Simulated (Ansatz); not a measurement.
The elements of this relaxed trial crystal are hidden behind letters.

```
lattice vectors (Å)
   4.0610    0.0000    0.0000
   0.0000    4.0610    0.0000
   0.0000    0.0000   11.4757
fractional positions
X 0.0000 0.0000 0.0000
Z 0.5000 0.5000 0.2497
Z 0.0000 0.0000 0.5000
Z 0.5000 0.5000 0.7503
Q 0.5000 0.0000 0.1241
Q 0.0000 0.5000 0.3749
Q 0.5000 0.0000 0.6251
Q 0.0000 0.5000 0.8759
```

Computed with DFT PBE, scalar-relativistic, plane waves, PAW (Ansatz 0.2.0). Cutoff 420 eV, Γ-centred 10×10×4 mesh (8-atom cell), Gaussian smearing of 0.02 eV, no spin polarisation.

```
Space group                                : P-4m2 (No. 115)
Conventional cell                          : a = 4.061 Å, c = 11.476 Å
Volume per atom                            : 23.66 Å³
Density                                    : 4.70 g/cm³
Formation energy                           : −0.384 eV/atom
Gap on the 10×10×4 mesh of the 8-atom cell : 0.52 eV
```

Energies are uncorrected and count from the elements' standard states at the same level.

Question: X is a p-block element of period 3, Z is a p-block element of period 4 and Q is a p-block element of period 4. Which elements are they?

Answer: X = Al, Z = Ga, Q = As, so the formula is AlGa3As4. Density times volume gives a mean mass of 4.70 × 23.66/1.6605 = 67.0 u per atom, and this set has 67.0 u. Around Al lie 4 As at 2.48 Å; around Ga on a site of symmetry 2mm lie 4 As at 2.49 Å; As on its first site has 2 Al at 2.48 Å and 2 Ga at 2.49 Å; 2 more sites not described. Other sets within the hints have nearly the same mass, so mass alone doesn't settle it; this one was computed.

Kohn–Sham gaps at this level usually fall short of measured ones. Symmetry constrained the relaxation, so the result can be a saddle point.
